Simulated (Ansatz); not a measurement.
A: BaTiO$_{3}$ (tetragonal-perovskite type, space group P4mm), a = b = 3.9722 Å, c = 4.1130 Å, α = β = γ = 90.00°
B: Ge₂Sb₂Te₅ (Ge2Sb2Te5-Kooi type, space group P-3m1), a = 4.266 Å, b = 4.266 Å, c = 17.619 Å, α = 90.00°, β = 90.00°, γ = 120.00°
C: AlN (wurtzite), a = b = 3.1067 Å, c = 4.9785 Å, α = β = 90.00°, γ = 120.00°

Scan: energy against volume (even scaling of the relaxed cell, symmetry kept). All come from one method, each on a k mesh of its own. All were relaxed with their symmetry unable to fall. BaTiO3 is run without spin polarisation. Spin-orbit coupling is left out.

Q: Order them by bulk modulus at fixed cell shape (fitted) (highest first) at the level r2SCAN (plane waves to 500 eV, PAW, scalar-relativistic; Ansatz, a first-principles code).

A: C (211 GPa), A (144 GPa), B (29.3 GPa)

(Under strain, the slope of the energy per volume gives the stress and its curvature an elastic modulus.)
